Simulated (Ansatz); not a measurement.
In plane-wave PAW r²SCAN (Ansatz code), MgAl$_{3}$N$_{3}$O in the monoclinic phase (Pm; Pearson symbol mP8) relaxes to a = 5.040 Å, b = 3.147 Å, c = 5.482 Å, β = 90.1°. Mg has 4 nearest neighbours from 1.96 Å (tetrahedral); Al on 1b has 4 nearest neighbours from 1.79 Å (tetrahedral); O has 4 nearest neighbours from 1.94 Å (tetrahedral); N on 1b has 4 nearest neighbours from 1.79 Å (tetrahedral). Against the elements it lies at -1.74 eV/atom, with no fitted shifts.

The Kohn–Sham gap is 2.48 eV (direct). The valence maximum lies at Γ and the conduction minimum at Γ. HSE06 on the same cell gives 3.22 eV. Electrons at the band edge weigh 0.29, 0.31, 0.33 mₑ (principal values). The hole mass is 0.39, 7.5, 22 mₑ (principal values).

The bulk modulus is 172 GPa. Bader charges are Mg +1.70, Al +2.49, O -1.78, N -2.48 to -2.44 e.

The start of the workflow was typed in or built on a structure type; neither database checked (COD, Materials Project) lists it. Whether it is the stable phase at ambient conditions was not checked. Symmetry was held in the r²SCAN relaxation; its stability against distortions is not shown here. The references are the lowest solids computed at this level, not always the standard phases (solids in place of the gases).

Potentials: the earlier of the program's two PAW sets.
